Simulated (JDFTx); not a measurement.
System: Cd(1 1 -2 2) (P6_3/mmc bulk; lattice of mp-94, not re-optimised at this level), 1x1 cell of 12 atoms in 6 planes, area 33.76 Å² a face, 6.7 Å between the outermost planes in a cell 22.6 Å high; k mesh 4×4×1, Fermi width 0.01 Ha, no spin polarisation.

Profiles through the double layer of this slab, charged, in CANDLE, acetonitrile, 1 M KCl; PBE, GBRV ultrasoft potentials, plane waves to 20/100 Ha, JDFTx (a modified build). z is the height above the outermost atoms, φ the plane-averaged electrostatic potential energy of an electron (zero in the bulk liquid), ρ_b the bound charge of solvent and ions, s the cavity shape function (0 in the solid, 1 in the liquid).

| z (Å) | n (e/Å³) | s | φ (eV) | ρ_b (10⁻³ e/Å³) |
|---|---|---|---|---|
| 1.03 | 0.0591 | 0.00 | -1.630 | -0.37 |
| 1.49 | 0.0165 | 0.00 | -0.748 | -2.95 |
| 1.95 | 0.0049 | 0.04 | -0.231 | -4.50 |
| 2.41 | 0.0015 | 0.15 | -0.102 | -0.79 |
| 2.87 | 0.0004 | 0.29 | -0.064 | 0.00 |
| 3.34 | 0.0001 | 0.43 | -0.045 | -0.05 |
| 3.80 | 0.0000 | 0.57 | -0.033 | -0.06 |
| 4.26 | 0.0000 | 0.70 | -0.025 | -0.05 |
| 4.72 | 0.0000 | 0.84 | -0.019 | -0.04 |
| 5.18 | 0.0000 | 0.95 | -0.015 | -0.03 |
| 5.64 | 0.0000 | 1.00 | -0.012 | -0.02 |
| 6.10 | 0.0000 | 1.00 | -0.010 | -0.01 |
| 6.56 | 0.0000 | 1.00 | -0.008 | -0.01 |
| 7.03 | 0.0000 | 1.00 | -0.006 | -0.01 |
| 7.49 | 0.0000 | 1.00 | -0.005 | -0.01 |

Is the electrode positively or negatively charged, and roughly by how much?

Positively: σ = 6.6 μC/cm² per face. The liquid's bound charge is of the opposite sign overall, and far from the surface φ decays with the screening length (2.1 Å).
